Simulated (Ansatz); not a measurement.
All numbers below come from DFT PBE, scalar-relativistic, plane waves, PAW in Ansatz. All cells share a 420 eV cutoff and Γ-centred k meshes spaced about 0.3 Å⁻¹ or finer (0.25 for metals, 2π included). These runs have no spin polarisation.

Temperature and zero-point effects are left out.

Two relaxed structures of TiMoSe4:

A.

```yaml
crystal:
  lattice:
    - [3.42373, 0.00000, 0.00000]
    - [-1.71186, 2.96504, 0.00000]
    - [0.00000, 0.00000, 13.71112]
  atoms:
    - { symbol: Ti, position: [0.00000, 0.00000, 0.00000] }
    - { symbol: Mo, position: [0.00000, 0.00000, 0.50000] }
    - { symbol: Se, position: [0.66667, 0.33333, 0.88333] }
    - { symbol: Se, position: [0.33333, 0.66667, 0.11667] }
    - { symbol: Se, position: [0.66667, 0.33333, 0.37980] }
    - { symbol: Se, position: [0.33333, 0.66667, 0.62020] }
```

B.

```yaml
crystal:
  lattice:
    - [3.40206, 0.00000, 0.00000]
    - [-1.70103, 2.94627, 0.00000]
    - [0.00000, 0.00000, 14.34029]
  atoms:
    - { symbol: Ti, position: [0.00000, 0.00000, 0.50000] }
    - { symbol: Mo, position: [0.66667, 0.33333, 0.00000] }
    - { symbol: Se, position: [0.66667, 0.33333, 0.61450] }
    - { symbol: Se, position: [0.00000, 0.00000, 0.88557] }
    - { symbol: Se, position: [0.00000, 0.00000, 0.11443] }
    - { symbol: Se, position: [0.66667, 0.33333, 0.38549] }
```

Task: Which is lower in energy, and by how much?

Result: B is lower, by 64 meV/atom. A has space group P-3m1 (No. 164), 23.2 Å³/atom and no gap on its mesh; B has Ti and Mo ordered on 2H molybdenite sites, space group P-6m2 (No. 187), 24.0 Å³/atom and no gap. Counting Se atoms around Mo and Ti (those within 1.25 times the shortest such distance or 1.15 times the sum of covalent radii), A and B both have Ti 6, Mo 6. Both come from trial cells of a structure search, whose lowest cell (P3m1, 24.4 Å³/atom) lies 53 meV/atom below the lower of the two.

Weakly bound directions are ill-defined at this level, which has no dispersion term (P-3m1, P-6m2), and this can change margins and order among such cells. Trial moments fell under 0.15 μB along the way in P-3m1 and P-6m2; another start might hold them. Cells relaxed within their symmetry can be saddle points. Some candidate types were left out of the draw beforehand, so a known form may be missing.
